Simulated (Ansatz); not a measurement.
Zn (hcp, Mg type)

```xyz
2
Lattice="2.6468 0.0000 0.0000 -1.3234 2.2922 0.0000 0.0000 0.0000 4.6794" Properties=species:S:1:pos:R:3 pbc="T T T"
Zn     0.0000     1.5281     3.5095
Zn     1.3234     0.7641     1.1698
```

In each cell atom 1 (Zn, nearest neighbour Zn at 2.647 Å; its periodic images, 2.6 Å or more away, move with it) moves by s·(1.000, 0.000, 0.000) (along Cartesian x), the rest being held.

Computed with r2SCAN (plane waves to 500 eV, PAW, scalar-relativistic; Ansatz, an electronic-structure program). k mesh 16×16×8 (Γ-centred), Fermi-Dirac smearing 0.05 eV. Energies are smeared free energies. With partly filled bands, energies and forces of such displacements shift with the k mesh and the smearing. On this mesh the relaxed cell isn't quite at rest: it carries a pressure of 0.2 GPa (compression positive) at the zero of the scan. Zn was relaxed with its symmetry unable to fall. ΔE is measured from the undisplaced structure.

The scan covers s from -0.530 to 0.530 Å in 11 points.

**Question.** Is this a single well or a double well?

**Answer.** A single well with its minimum at or next to zero displacement.

**Question.** Is the energy the same for equal positive and negative displacements?

**Answer.** Even: the same for both signs. With its periodic images moving along, the atom's site symmetry in this cell is -6m2.

**Question.** What force acts on the atom along the line at s = -0.530 Å?

**Answer.** 0.341 eV/Å.

**Question.** What is the force constant k = d²E/ds² of this move at s = 0?

**Answer.** 0.84 eV/Å².

(A displaced cell: forces are minus the slopes of the energy, force constants its curvatures, and phonons follow from these.)
